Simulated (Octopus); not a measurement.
TiB2 (P6/mmm, No. 191):
```xyz
3
Lattice="3.0259 0.0000 0.0000 -1.5130 2.6205 0.0000 0.0000 0.0000 3.2288" Properties=species:S:1:pos:R:3 pbc="T T T"
Ti     0.0000     0.0000     0.0000
B      0.0000     1.7470     1.6144
B      1.5130     0.8735     1.6144
```
The cell is a database entry, not relaxed again.

Level: LDA. Code: Octopus 16.4. Numerical set-up: grid spacing about 0.16 Å, Γ-centred 12×12×10 k-mesh, Fermi-Dirac smearing of 0.1 eV, no spin polarisation; PseudoDojo 0.4 LDA potentials.

Energies in eV against the Fermi level; 18 electrons a cell outside the pseudopotentials' cores.

```tsv
k-point (reduced)	band 5	band 6	band 7	band 8	band 9	band 10	band 11	band 12
Γ (0.000, 0.000, 0.000)	-13.33	-2.59	-2.59	-2.28	-2.13	1.90	1.90	3.62
M (0.500, 0.000, 0.000)	-9.27	-9.03	-3.23	-3.22	-2.27	1.35	2.72	3.18
K (0.333, 0.333, 0.000)	-8.15	-8.15	-7.31	-1.85	-1.85	1.35	1.35	1.95
A (0.000, 0.000, 0.500)	-11.37	-7.54	-0.53	-0.53	-0.16	-0.16	0.41	0.41
L (0.500, 0.000, 0.500)	-9.60	-7.43	-4.62	-3.80	-3.05	2.41	2.90	4.52
H (0.333, 0.333, 0.500)	-8.44	-8.44	-5.67	-3.11	-3.11	2.44	4.29	4.29
```
